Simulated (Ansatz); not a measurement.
TiI3:
```
TiI3
1.0
    6.44748     0.00000     0.00000
    0.00000    12.51913     0.00000
    0.00000     0.00000     7.24969
Ti I
4 12
Direct
  0.72052   0.50000   0.75438
  0.27948   0.50000   0.75438
  0.22052   0.00000   0.24562
  0.77948   0.00000   0.24562
  0.50000   0.33877   0.59330
  0.50000   0.66123   0.59330
  0.00000   0.16123   0.40670
  0.00000   0.83877   0.40670
  0.50000   0.84670   0.09339
  0.50000   0.15330   0.09339
  0.00000   0.65330   0.90661
  0.00000   0.34670   0.90661
  0.50000   0.50000   0.07555
  0.00000   0.00000   0.92445
  0.50000   0.00000   0.55188
  0.00000   0.50000   0.44812
```

Relaxed with r²SCAN+D4. Special points in fractions of this cell's reciprocal vectors: Γ (0.000, 0.000, 0.000); X (0.500, 0.000, 0.000); S (0.500, 0.500, 0.000); Y (0.000, 0.500, 0.000); Z (0.000, 0.000, 0.500); U (0.500, 0.000, 0.500); R (0.500, 0.500, 0.500); T (0.000, 0.500, 0.500).

Question: List the band energies nearest the valence-band maximum at these points for plane-wave PAW r²SCAN+D4 (Ansatz code).

Answer: In eV from the valence-band maximum; about four levels below and three above (degenerate sets whole), none deeper than 8.9 eV; points with the same levels are listed once.

```tsv
k	below	above
Γ	-1.16 -1.16 -0.63 -0.61	0.49 0.81 0.86 0.86
X	-1.45 -1.45 -0.06 -0.06	0.53 0.53 0.63 0.63
S	-1.44 -1.44 -0.05 -0.05	0.57 0.57 0.62 0.62
Y	-1.33 -1.33 -1.32 -1.32 -0.60 -0.60	0.71 0.71 0.84 0.84
Z	-1.16 -1.10 -0.64 -0.63	0.57 0.61 0.69
U	-1.49 -1.49 -0.01 -0.01	0.50 0.50 0.57 0.57
R	-1.52 -1.52 0.00 0.00	0.49 0.49 0.57 0.57
T	-1.15 -1.15 -0.63 -0.63	0.49 0.49 0.80 0.80
```

Space group Pmmn. The first step of the workflow began from a Materials Project structure, measured or hypothetical; the Crystallography Open Database files this formula in space group No. 59, but the cells were not matched. Whether it is the stable phase at ambient conditions was not checked. Symmetry was held in the r²SCAN+D4 relaxation; its stability against distortions is not shown here. No spin polarisation was allowed. Scalar-relativistic: spin–orbit coupling is off unless named, which matters more the heavier the elements.

Potentials: the later of the program's two PAW sets.
